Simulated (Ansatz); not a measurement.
Zr: pressure against volume

Zr, P6_3/mmc, a = 3.246 Å, c = 5.150 Å. Ansatz: r2SCAN, PAW, 500 eV, Γ-centred 18×18×8 mesh on 2 atoms, Gaussian smearing 0.10 eV; no spin polarisation. Shape and atoms are relaxed at each volume; pressure is positive in compression.

| V (Å³/atom) | P (GPa) |
| --- | --- |
| 22.093 | 6.52 |
| 22.798 | 3.06 |
| 23.503 | 0.00 |
| 24.208 | -2.70 |
| 24.914 | ? |

Question: Take V0 = 23.503 Å³/atom, fit the third-order Birch–Murnaghan form to the other rows, and predict the missing pressure.

Answer: With the Eulerian strain f = ½[(V0/V)^(2/3) − 1] and y = P/[3f(1 + 2f)^(5/2)], the form is the line y = B0 + 1.5 B0 (B0′ − 4) f. Rows (f, y): 0.02105, 93.1; 0.01026, 94.5; -0.00976, 96.9. Means f = 0.007183, y = 94.833; Σ(Δf)² = 0.0004888, ΣΔfΔy = -0.06008; the slope is their ratio. y = 95.72 − 122.9 f GPa, so B0 = 95.7 GPa and B0′ = 4 + 2 × (-122.9)/(3 × 95.72) = 3.14. At V = 24.914, f = -0.01906, y = 98.06 and P = -5.09 GPa. The run gave -5.07 GPa, so the fit is 0.02 GPa too low, a small miss on the scale of the series. The form still works here, 33 % of the fitted range beyond its end.

Cost: 5 runs of about 3.5 core-minutes in all, on Arm Neoverse V2 (shared hosts).